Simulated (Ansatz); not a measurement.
**V, first-principles data**

V:
```
CELL_PARAMETERS angstrom
      0.00000     2.73406     2.73406
      2.73406     0.00000     2.73406
      2.73406     2.73406     0.00000
ATOMIC_POSITIONS crystal
  V  0.00000 0.00000 0.00000
  V  0.25000 0.25000 0.25000
```
The run is spin-polarised; directions of the spins, atom by atom: ↑ ↑.

Space group Fd-3m (No. 227), diamond; conventional cell a = 5.468 Å, b = 5.468 Å, c = 5.468 Å, α = 90.00°, β = 90.00°, γ = 90.00°.

Method: PBE in the plane-wave PAW code Ansatz. Geometry: relaxed at this level of theory. Other levels are named where they apply.

Cell and energy:

```yaml
volume_per_atom: 20.44 Å³
density: 4.14 g/cm³
```

Electronic structure:

```yaml
electronic_character: metallic (no gap)
Density of states at the Fermi level: 1.4 states/eV per atom (mean over ±0.08 eV)
```

Magnetism:

```yaml
magnetic_order: ferromagnetic
net_moment: 1.90 μB per atom
```

Mechanics:

```yaml
Bulk modulus (Birch–Murnaghan fit): 59.4 GPa
Pressure derivative B′: 3.1
```

The start of the workflow was typed in or built on a structure type; neither database checked (COD, Materials Project) lists it. It is not the phase usual at ambient conditions (space group No. 229). The cell was relaxed with PBE under the symmetry of its start; its stability against distortions is not shown here. Magnetic state: ferromagnetic, chosen from 4 collinear starts compared on coarse meshes (ties went to the first, and starts can fall back to one state), not a proven ground state.

Potentials: the earlier of the program's two PAW sets.
